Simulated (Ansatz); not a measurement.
Cu Kα1 powder pattern (kinematic, no thermal factors).
| 2θ (°) | relative intensity |
| --- | --- |
| 16.42 | 100 |
| 16.59 | 2 |
| 23.42 | 17 |
| 23.54 | 15 |
| 28.83 | 69 |
| 33.18 | 33 |
| 33.53 | 64 |
| 37.55 | 48 |
| 41.09 | 8 |
| 41.30 | 7 |
| 47.89 | 44 |
| 48.15 | 22 |
| 50.72 | 5 |
| 51.21 | 19 |
| 53.74 | 1 |
| 54.21 | 1 |
| 54.27 | 4 |
| 56.64 | 10 |
| 57.10 | 20 |
| 59.73 | 22 |
| 62.18 | 10 |
| 64.85 | 2 |
| 65.11 | 5 |
| 65.27 | 2 |
| 69.66 | 3 |
| 70.47 | 6 |
| 72.53 | 6 |
| 72.93 | 6 |
| 74.67 | 2 |
| 75.41 | 1 |
| 77.47 | 8 |
| 77.86 | 4 |
| 79.56 | 9 |
| 80.14 | 9 |
| 80.33 | 9 |
| 82.69 | 9 |
| 84.95 | 1 |
| 89.15 | 7 |
| 89.72 | 14 |

The pattern is computed from a structure relaxed with DFT PBE, scalar-relativistic, plane waves, PAW (Ansatz). Collinear spin, ending at 7.9 μB a primitive cell. Its elements are K, Nb, O.

Question: Give the structure.

Answer: K2Nb2O.
Space group P4/mmm (No. 123). a = 5.341 Å, b = 5.341 Å, c = 5.395 Å, α = 90.00°, β = 90.00°, γ = 90.00°
| atom | site | symmetry | x | y | z |
| --- | --- | --- | --- | --- | --- |
| K | 1a | 4/mmm | 0.0000 | 0.0000 | 0.0000 |
| K | 1d | 4/mmm | 0.5000 | 0.5000 | 0.5000 |
| Nb | 2f | mmm. | 0.5000 | 0.0000 | 0.0000 |
| O | 1c | 4/mmm | 0.5000 | 0.5000 | 0.0000 |

A pattern alone doesn't exclude other cells with like lines; this is the one computed.

The structure comes from a generated guess; another structure or a mixture of phases may lie lower.
